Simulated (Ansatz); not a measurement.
Here is the system:

CdGaNO:
```yaml
crystal:
  lattice:
    - [3.28651, 0.00000, 0.00000]
    - [-1.64325, 2.84620, 0.00000]
    - [0.00000, 0.00000, 5.70068]
  atoms:
    - { symbol: Ga, position: [0.33333, 0.66667, 0.50127] }
    - { symbol: Cd, position: [0.66667, 0.33333, 0.98040] }
    - { symbol: O, position: [0.33333, 0.66667, 0.17216] }
    - { symbol: N, position: [0.66667, 0.33333, 0.59616] }
```

This is the r²SCAN-relaxed structure. Tensor components refer to the Cartesian frame of this cell.

Task: All from plane-wave PAW r²SCAN (Ansatz code), unless another level is named. Predict the formation energy from the elements (no fitted shifts).

Result: -0.87 eV/atom.

Task: Next, the hole effective mass, band 2 of 2 at the edge?

Result: 0.14 along x, 2.6 along z (mₑ).

Task: What about the HSE06 gap on the r²SCAN cell?

Result: 1.67 eV.

Space group P3m1. The start of the workflow was typed in or built on a structure type; neither database checked (COD, Materials Project) lists it. Its standing as an ambient phase is unchecked. The cell was relaxed with r²SCAN under the symmetry of its start; whether a distortion lowers the energy is not shown. The references are the lowest solids computed at this level, not always the standard phases (solids in place of the gases). Spin–orbit coupling is left out wherever it is not named.

Potentials: the earlier of the program's two PAW sets.
